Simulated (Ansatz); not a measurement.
Crystals of one structure type (CsCl type) and one family of elements, relaxed and computed with the program Ansatz at the PBEsol level (PAW).

| crystal | V (Å³/atom) | K_Hill (GPa) |
|---|---|---|
| ScZn | 17.99 | 83.2 |
| LuZn | 20.18 | 74.8 |
| YZn | 21.82 | ? |
| LaZn | 25.10 | 52.8 |
| LaHg | 28.24 | 58.1 |

Question: Fit a straight line to ln K against ln V and predict the withheld value.

Answer: Least squares on the 4 shown rows: ln K = -0.95 × ln V + (7.150), with a scatter of 8 %. For YZn this gives 68.1. The run itself gave 66.6, within the scatter.

Standing as an ambient phase not checked: ScZn, CsCl type; LuZn, CsCl type; YZn, CsCl type; LaZn, CsCl type; LaHg, CsCl type. All cells were relaxed under the symmetry of their starts (and spin orders); stability against distortions was not tested throughout. Rows with no word on spin ran without spin polarisation. Spin–orbit coupling is left out wherever it is not named.

Potentials: the later of the program's two PAW sets.
